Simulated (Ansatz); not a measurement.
Ansatz (a first-principles code) input:

Ansatz 0.2 input:
```yaml
crystal:
  lattice:
    - [5.7013052803, 0.0, 0.0]
    - [0.0, 5.7013052803, 0.0]
    - [0.0, 0.0, 5.7013052803]
  atoms:
    - { symbol: Na, position: [0.5, 0.5, 0.5] }
    - { symbol: Na, position: [0.0, 0.0, 0.0] }
    - { symbol: Pt, position: [0.75, 0.0, 0.5] }
    - { symbol: Pt, position: [0.25, 0.0, 0.5] }
    - { symbol: Pt, position: [0.5, 0.25, 0.0] }
    - { symbol: Pt, position: [0.5, 0.75, 0.0] }
    - { symbol: Pt, position: [0.0, 0.5, 0.25] }
    - { symbol: Pt, position: [0.0, 0.5, 0.75] }
    - { symbol: O, position: [0.75, 0.25, 0.25] }
    - { symbol: O, position: [0.25, 0.75, 0.75] }
    - { symbol: O, position: [0.25, 0.25, 0.75] }
    - { symbol: O, position: [0.75, 0.75, 0.25] }
    - { symbol: O, position: [0.25, 0.75, 0.25] }
    - { symbol: O, position: [0.75, 0.25, 0.75] }
    - { symbol: O, position: [0.75, 0.75, 0.75] }
    - { symbol: O, position: [0.25, 0.25, 0.25] }
kpoints:
  mp_grid: { grid: [7, 7, 7] }
hamiltonian:
  xc: r2scan
  pseudopotentials: { azcp: { folder: ./paw }, kind: paw }
scf:
  occupations: { method: gaussian, width: 0.05 }
checkpoint: { read: metal.run }
output: { bader: true, populations: true }
```

Output (shortened):

```
Pseudopotentials: kind: paw
Pseudopotential: Na, paw, valence charge 9
Pseudopotential: Pt, paw, valence charge 18
Pseudopotential: O, paw, valence charge 6
Functional definition: r2SCAN
Crystal: 16 atoms, lattice volume = 185.320 Å³
Basis set: ecut = 500 eV, 4729 PW (Γ), exchange–correlation on 180×180×180 points (64 copies of the dense FFT grid, shifted against one another)
Bands: 105, of which v1, the nominal top of the filled ones, is band 87 counted from 1 (86 counted from 0)
Symmetry: 48 space group operations
Space group: Pm-3n (ITA 223), of the structure as read, at distance tolerance 5.7e-5 Å
k-points: 20 of 343
PAW frozen core: Na, regenerated for the run's functional
PAW frozen core: Pt, regenerated for the run's functional
PAW frozen core: O, regenerated for the run's functional
Initial density: read from a saved state, or passed on in memory by an earlier SCF of this step, an earlier step, the calling program or the single point that …
Stability of the state it starts from, as read at its close in the unpolarized treatment …
Initial wavefunctions: pseudopotential atomic-orbital guess
Eigensolver: davidson
Functional: x = r2scan, c = r2scan; τ floored in thin density (d = 2e-4 eV/Å³)
iter 1 solved again at ethr=5.83e-8 eV; its pass at ethr=3.10e-3 eV (dr2=1.01e-4 eV) is discarded
SCF iter   1: F=—  HF=-82749.147177 eV  |F-HF|=—  |Δ(HF+E_count)|=         —  Δρ=5.48e-7  dr2=4.63e-10  dr2_τ=8.49e-11  ethr=5.83e-8  ⟨swp⟩=3.9  Hψ=13003  notcnv=0
all-band conjugate gradients solve this SCF's bands
preconditioner: auto → Kerker (q_TF=auto, 2.700 Å⁻¹)
SCF iter   2: F=—  HF=-82749.146977 eV  |F-HF|=—  |Δ(HF+E_count)|=   2.00e-4  Δρ=4.61e-7  dr2=3.03e-10  dr2_τ=9.55e-11  ethr=1.00e-12  ⟨swp⟩=7.0  Hψ=7539  notcnv=0
SCF iter   3: F=-82749.146977 eV  HF=-82749.146977 eV  |F-HF|=8.73e-11  |Δ(HF+E_count)|=  1.02e-10  Δρ=2.74e-7  dr2=1.15e-10  dr2_τ=1.54e-11  ethr=1.00e-12  ⟨swp⟩=1.0  Hψ=4282  notcnv=0
SCF 1 converged in 3 iterations: F = -82749.146977 eV  dr2 = 1.15e-10
SCF converged after 3 iterations
Free energy (F): -82749.146977 eV
Harris-Foulkes:  -82749.146977 eV  (|F-HF|=8.73e-11)
Internal energy: -82749.138582 eV  (E = F + TS)
E sigma→0 (E₀):  -82749.142780 eV
Entropy (-TS):   -0.008395 eV (-0.525 meV/atom)
Fermi energy:    14.465988 eV
--- Per-component energies (eV) ---
  E_band       = -1912.900761
  E_kinetic    = 5158.763223
  E_local      = -15595.784163  (includes V_loc(G=0)·N_el)
  E_nonlocal   = 2210.090973
  E_hartree    = 5704.412771
  E_xc         = -1954.828831
  E_vxc        = -2710.403729  (∫ρ·V_xc dr)
  E_paw        = -58967.815489  (= ΣΔE_a)
  E_vpaw       = -2561.212135  (= ΣTr[D̂ρ^β])
  E_aug_tail   = 0.004307  (compensation charges beyond the density's cutoff)
  E_vtau       = 176.815856  (kinetic-family band-sum trace: ∫τ·v_τ [+ j·A + Jᵃ·Aᵃ] dr)
  E_ewald      = -19302.283606
  E_core_change = -1.697766  (= ΣΔE_core)
  E_smearing   = -0.008395  (= −TS)
  E_closure    = 0.000000  (closes the sum)
  Σ components = -82749.146977   (vs F -82749.146977, Δ=0.00e0)
  [band-id]    e_kinetic+e_local+e_nonlocal+2·e_hartree+e_vxc+e_vpaw+e_augmentation_tail+e_vtau = -1912.900127   (vs E_band -1912.900761, Δ=6.34e-4)
--- Band table (eV; the first three rows and the last of 20) ---
  k-point 0: bands = ["-86.7553", "-86.7543", "-86.7543", "-86.7466", "-86.7466", "-86.7466", "-40.4646", "-40.4646", "-40.4646", "-40.4392", "-40.4392", "-40.4392", "-40.4337", "-40.4337", "-40.4337", "-40.4261", "-40.4261", "-40.4261", "-40.0610", "-40.0610", "-40.0529", "-39.8666", "-39.8666", "-39.8666", "-38.7318", "-38.7316", "-9.2280", "-9.2280", "-9.2280", "-9.1862", "-9.1862", "-9.1862", "-7.0637", "-6.0749", "-6.0432", "-6.0432", "-6.0432", "-5.8058", "-5.8058", "-5.8058", "5.6163", "5.6163", "6.5199", "6.5199", "6.5199", "6.6825", "6.7002", "6.7002", "7.2560", "7.2560", "7.2560", "7.3783", "7.3783", "7.3783", "8.7669", "9.0494", "9.0494", "9.1713", "9.1713", "9.1713", "10.3633", "10.3633", "10.3633", "10.6496", "10.6496", "10.6496", "10.6664", "10.6664", "10.6664", "11.3129", "11.3129", "11.3129", "11.3131", "11.3131", "11.8413", "12.3013", "12.3013", "12.3013", "13.4348", "13.4348", "13.4348", "13.4750", "13.4750", "13.4750", "14.0383", "14.4736", "15.1962", "15.1962", "15.1962", "16.7264", "17.4560", "17.4560", "17.4560", "17.4749", "17.4749", "18.1463", "18.1463", "20.6756", "20.6885", "20.6885", "20.6885", "22.3645", "22.3645", "22.4452", "25.7931"]
  k-point 1: bands = ["-86.7552", "-86.7543", "-86.7540", "-86.7470", "-86.7466", "-86.7466", "-40.4648", "-40.4648", "-40.4631", "-40.4401", "-40.4401", "-40.4386", "-40.4353", "-40.4322", "-40.4322", "-40.4268", "-40.4266", "-40.4266", "-40.0607", "-40.0574", "-40.0473", "-39.8762", "-39.8666", "-39.8666", "-38.7317", "-38.7316", "-9.2270", "-9.2257", "-9.2257", "-9.1897", "-9.1880", "-9.1880", "-7.0167", "-6.0988", "-6.0890", "-6.0890", "-6.0618", "-5.8195", "-5.7574", "-5.7574", "5.6311", "5.6918", "6.4586", "6.4725", "6.4725", "6.6075", "6.6613", "6.8383", "7.1181", "7.1181", "7.2491", "7.5689", "7.7213", "7.7213", "8.8073", "8.9221", "8.9221", "9.0441", "9.0689", "9.1482", "10.2267", "10.2267", "10.2789", "10.4062", "10.5824", "10.5824", "10.6781", "10.8790", "10.8790", "11.2716", "11.3322", "11.4146", "11.4146", "11.5679", "11.6795", "12.3551", "12.3551", "12.4068", "13.2797", "13.3504", "13.3504", "13.4140", "13.4811", "13.4811", "13.9774", "14.4640", "14.6839", "15.1736", "15.1736", "16.9263", "17.2675", "17.3989", "17.3989", "17.6583", "18.0561", "18.1659", "18.1843", "19.9721", "20.9202", "20.9202", "21.1899", "22.3027", "22.5759", "22.6301", "25.4217"]
  k-point 2: bands = ["-86.7550", "-86.7544", "-86.7530", "-86.7481", "-86.7466", "-86.7466", "-40.4651", "-40.4651", "-40.4589", "-40.4410", "-40.4410", "-40.4397", "-40.4367", "-40.4299", "-40.4299", "-40.4286", "-40.4277", "-40.4277", "-40.0599", "-40.0568", "-40.0222", "-39.9030", "-39.8666", "-39.8666", "-38.7317", "-38.7316", "-9.2238", "-9.2197", "-9.2197", "-9.1985", "-9.1933", "-9.1933", "-6.8839", "-6.2510", "-6.1604", "-6.1604", "-6.0251", "-5.8575", "-5.6801", "-5.6801", "5.6698", "5.7896", "6.3508", "6.3508", "6.4867", "6.5697", "6.5934", "7.0788", "7.2038", "7.2038", "7.2251", "7.9646", "8.1691", "8.1691", "8.4846", "8.4846", "8.7357", "8.9261", "9.0303", "9.0397", "9.9911", "9.9911", "10.1938", "10.3070", "10.3070", "10.5373", "10.7227", "11.1556", "11.2307", "11.2307", "11.3731", "11.3928", "11.6420", "11.6420", "11.7175", "12.4963", "12.4963", "12.5618", "13.0245", "13.1607", "13.2400", "13.2400", "13.3728", "13.4136", "13.4136", "13.8407", "15.1071", "15.1071", "15.1257", "16.8113", "17.2806", "17.2806", "17.4179", "18.1347", "18.2116", "18.2399", "18.8371", "19.3028", "21.2876", "21.5286", "21.5286", "22.1111", "22.9353", "23.3096", "24.5212"]
  k-point 19: bands = ["-86.7516", "-86.7515", "-86.7515", "-86.7497", "-86.7497", "-86.7496", "-40.4614", "-40.4611", "-40.4460", "-40.4460", "-40.4424", "-40.4387", "-40.4377", "-40.4377", "-40.4304", "-40.4304", "-40.4302", "-40.4302", "-39.9845", "-39.9845", "-39.9834", "-39.9420", "-39.9413", "-39.9413", "-38.7315", "-38.7315", "-9.2205", "-9.2156", "-9.2156", "-9.2042", "-9.2042", "-9.1994", "-6.3230", "-6.3230", "-6.3160", "-6.1885", "-6.1118", "-6.1118", "-5.6944", "-5.6896", "5.9645", "5.9775", "5.9775", "6.0966", "6.0966", "6.2173", "7.6348", "7.6348", "7.6942", "8.3224", "8.3224", "8.4285", "8.5386", "8.5386", "8.5854", "8.5854", "8.6016", "8.7103", "9.0362", "9.0811", "9.0811", "9.2145", "9.2145", "9.3163", "10.4060", "10.5140", "10.5140", "11.1676", "11.2264", "11.2264", "11.8599", "11.8599", "11.9660", "12.1225", "12.1225", "12.1734", "12.1734", "12.3512", "12.3700", "12.3700", "12.9793", "13.0829", "13.0829", "13.1015", "13.1116", "13.2675", "13.2865", "13.2865", "16.1678", "16.1678", "16.3723", "16.5703", "16.8768", "16.8768", "20.5228", "20.6512", "20.6814", "20.6814", "20.9161", "20.9161", "22.5693", "22.5952", "25.9846", "25.9846", "26.2879"]
  band table: 105 of 105 bands, residual norms ≤ 1.0e-3 eV
--- Löwdin populations: 16 sites ---
  site symbol       q [e]
     0     Na      8.3235
     1     Na      8.3235
     2     Pt     17.0572
     3     Pt     17.0572
     4     Pt     17.0572
     5     Pt     17.0572
     6     Pt     17.0572
     7     Pt     17.0572
     8      O      6.7835
     9      O      6.7835
    10      O      6.7835
    11      O      6.7835
    12      O      6.7835
    13      O      6.7835
    14      O      6.7835
    15      O      6.7835
  spilling = 0.004265 (of n_electrons = 174.000000)
--- Bader charges: 16 sites ---
  site symbol  charge [e]  shift [e]
     0     Na      0.8815     0.0010
     1     Na      0.8815     0.0010
     2     Pt      1.0028     0.0027
     3     Pt      1.0028     0.0027
     4     Pt      1.0029     0.0027
     5     Pt      1.0029     0.0027
     6     Pt      1.0029     0.0027
     7     Pt      1.0029     0.0027
     8      O     -0.9725     0.0018
     9      O     -0.9725     0.0018
    10      O     -0.9725     0.0018
    11      O     -0.9725     0.0018
    12      O     -0.9725     0.0018
    13      O     -0.9725     0.0018
    14      O     -0.9725     0.0018
    15      O     -0.9726     0.0018
  shift: an alarm, by how much a part of what the PAW files miss would move the charge. Where it is large, compare
  with a run on PAW files of another source; a small one proves nothing
  estimated error of the sums over rays = 4.8e-4 e
```

Cost: around 110 core-seconds (rough) on shared cores.

The first step of the workflow began from a Materials Project structure, measured or hypothetical; the Crystallography Open Database files this formula in space group No. 223, but the cells were not matched. Whether it is the stable phase at ambient conditions was not checked. Symmetry was held in the r²SCAN relaxation; its stability against distortions is not shown here. The run is not spin-polarised. Spin–orbit coupling is left out wherever it is not named.

Potentials: the earlier of the program's two PAW sets.

Ansatz is a plane-wave DFT program.
